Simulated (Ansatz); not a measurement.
Level of theory: DFT PBE, scalar-relativistic, plane waves, PAW (Ansatz). All cells share a 420 eV cutoff and Γ-centred k meshes spaced about 0.3 Å⁻¹ or finer (0.25 for metals, 2π included). No spin polarisation.

These are static total energies at zero pressure.

Two relaxed structures of Ti2RuC3:

1.

```cif
data_structure
_symmetry_space_group_name_H-M 'Immm'
_symmetry_Int_Tables_number 71
_cell_length_a 3.0892
_cell_length_b 4.3382
_cell_length_c 8.9627
_cell_angle_alpha 90.000
_cell_angle_beta 90.000
_cell_angle_gamma 90.000
_cell_volume 120.11
loop_
_atom_site_label
_atom_site_type_symbol
_atom_site_symmetry_multiplicity
_atom_site_Wyckoff_symbol
_atom_site_fract_x
_atom_site_fract_y
_atom_site_fract_z
_atom_site_occupancy
Ti1 Ti 4 i 0.50000 0.50000 0.83186 1
Ru1 Ru 2 a 0.00000 0.00000 0.00000 1
C1 C 4 j 0.00000 0.50000 0.66882 1
C2 C 2 d 0.00000 0.50000 0.00000 1
```

2.

```cif
data_structure
_symmetry_space_group_name_H-M 'I4/mmm'
_symmetry_Int_Tables_number 139
_cell_length_a 3.0545
_cell_length_b 3.0545
_cell_length_c 12.8965
_cell_angle_alpha 90.000
_cell_angle_beta 90.000
_cell_angle_gamma 90.000
_cell_volume 120.33
loop_
_atom_site_label
_atom_site_type_symbol
_atom_site_symmetry_multiplicity
_atom_site_Wyckoff_symbol
_atom_site_fract_x
_atom_site_fract_y
_atom_site_fract_z
_atom_site_occupancy
Ti1 Ti 4 e 0.50000 0.50000 0.16765 1
Ru1 Ru 2 a 0.00000 0.00000 0.00000 1
C1 C 4 e 0.50000 0.50000 0.33326 1
C2 C 2 b 0.50000 0.50000 0.00000 1
```

**Question.** Which arrangement of the elements on these sites is preferred, and by what margin?

**Answer.** Cell 1 is lower, by 16 meV/atom. The two share one framework of sites and differ in which element sits where. Cell 1 has Ti and Ru ordered on rock salt sites, space group Immm (No. 71), 10.0 Å³/atom and no gap on its mesh; cell 2 has Ti and Ru ordered on rock salt sites, space group I4/mmm (No. 139), 10.0 Å³/atom and no gap. Counting C atoms around Ru and Ti (those within 1.25 times the shortest such distance or 1.15 times the sum of covalent radii), cell 1 and cell 2 both have Ti 6, Ru 6. In cell 1, Ti has 6 C at 2.13–2.17 Å, 5 Ru at 2.97–3.06 Å and 7 Ti at 3.01–3.09 Å; Ru is surrounded by 6 C at 2.16–2.17 Å and 10 Ti at 2.97–3.06 Å; around C on a site of symmetry mm2 lie 4 Ti at 2.13–2.17 Å and 2 Ru at 2.16 Å; 1 more site not described. In cell 2, Ti has 6 C at 2.14–2.16 Å, 8 Ti at 3.03–3.05 Å and 4 Ru at 3.06 Å; Ru is surrounded by 6 C at 2.15–2.16 Å, 4 Ru at 3.05 Å and 8 Ti at 3.06 Å; C on a site of symmetry 4mm is surrounded by 5 Ti at 2.14–2.16 Å and 1 Ru at 2.15 Å; 1 more site not described. Both come from trial cells of a structure search, whose lowest cell (P2_1/m, 10.1 Å³/atom) lies 18 meV/atom below the lower of the two.

For metals, differences of a few meV/atom aren't resolved. Trial moments fell under 0.15 μB along the way in Immm and I4/mmm; another start might hold them. Cells relaxed within their symmetry can be saddle points.
